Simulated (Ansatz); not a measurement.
Phonons of a relaxed structure of MgS by density-functional perturbation theory (low response-accuracy setting, no LO–TO term) at Γ and zone-boundary points with q components 0 or ½ of the primitive reciprocal vectors. Computed with r2SCAN (plane waves to 500 eV, PAW, scalar-relativistic; Ansatz, a first-principles code). Γ-centred k-mesh 8×8×8, Fermi–Dirac smearing 0.05 eV.

```
CELL_PARAMETERS angstrom
      0.00000     2.60155     2.60155
      2.60155     0.00000     2.60155
      2.60155     2.60155     0.00000
ATOMIC_POSITIONS crystal
  S  0.00000 0.00000 0.00000
  Mg 0.50000 0.50000 0.50000
```

Space group Fm-3m (No. 225), rock salt type.

| q | wavenumbers (cm⁻¹; i marks imaginary) |
|---|---|
| Γ | 0 (×3), 237 (×3) |
| L (½, 0, 0) | 182 (×2), 201 (×2), 305, 368 |
| X (½, ½, 0) | 136 (×2), 197, 265 (×2), 306 |

What do these wavenumbers say about the structure?

No instability shows at these points (nothing beyond 15i cm⁻¹, the threshold used here). Other wavevectors were not sampled, so this does not prove stability.

No spin polarisation in the result.
